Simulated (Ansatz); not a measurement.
A relaxed cell of AlRh (Pm-3m (No. 221)), relaxed on a k-mesh at least as fine as the one used below. Computed with PBEsol (plane waves to 420 eV, PAW, scalar-relativistic; Ansatz, a program for electronic structure). Γ-centred k-mesh 6×11×11 on the run's cell (coarser than for final values), Fermi–Dirac smearing 0.05 eV.

```
AlRh
1.0
    5.94413     0.00000     0.00000
    0.00000     2.97206     0.00000
    0.00000     0.00000     2.97206
Al Rh
2 2
Direct
  0.25000   0.50000   0.50000
  0.75000   0.50000   0.50000
  0.00000   0.00000   0.00000
  0.50000   0.00000   0.00000
```

The atoms are displaced by (Å):

```tsv
atom	ux	uy	uz
Al1	0.012	0.047	0.030
Al2	-0.050	-0.077	-0.084
Rh3	0.001	-0.042	-0.012
Rh4	-0.032	0.002	-0.030
```

Q: What forces (eV/Å) and pressure result?

A: 
```tsv
atom	Fx	Fy	Fz
Al1	-0.47	-0.54	-0.43
Al2	0.54	0.45	0.46
Rh3	-0.33	0.20	-0.07
Rh4	0.27	-0.12	0.04
```

Pressure +0.7 GPa.

No spin polarisation in the result.

The run that gave the undisplaced cell could not lose the symmetry of its start; a randomly shaken copy of 4 atoms returns to this structure.

The first start was generated by placing the elements on the sites of a structure type. Materials Project lists a structure of AlRh in the same space group, Pm-3m (No. 221); the sites were not compared with it, nor with measured phases.
